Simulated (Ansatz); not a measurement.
KLaGeS₄ in space group P2_1 (No. 4; Pearson symbol mP14), r²SCAN (plane waves, PAW; program Ansatz). The conduction-band minimum lies at Y2, with 1 equivalent valley. Second derivatives d²E/dk² of the lowest band at one valley (eV·Å²), along Cartesian directions:

| direction | d²E/dk² |
|---|---|
| [100] | 6.054 |
| [010] | 12.58 |
| [001] | 1.128 |
| [110] | 9.322 |
| [101] | 1.736 |
| [011] | 6.859 |

Task: Find the principal effective masses, the density-of-states mass and the conductivity mass.

Result: Off-diagonal terms follow from H_xy = H[110] − (H_xx + H_yy)/2, and m*/mₑ = 7.620 eV·Å² over each eigenvalue: 0.61, 1.1, 15. One valley's DOS mass (m₁m₂m₃)^(1/3) = 2.2, conductivity mass 3/(Σ 1/mᵢ) = 1.2 mₑ.

Task: What effective density of states Nc follows at 300 K for parabolic valleys?

Result: Nc = 2.509e19 × 1 × (2.2)^(3/2) ≈ 8.2e19 cm⁻³.

The first step of the workflow began from a Materials Project structure, measured or hypothetical; the Crystallography Open Database copy checked does not list it. Its standing as an ambient phase is unchecked. The cell was relaxed with r²SCAN under the symmetry of its start; its stability against distortions is not shown here. Spin–orbit coupling is left out wherever it is not named.

Potentials: the later of the program's two PAW sets.

Edges and masses are those of Kohn–Sham bands, whose gap is no quasiparticle gap.
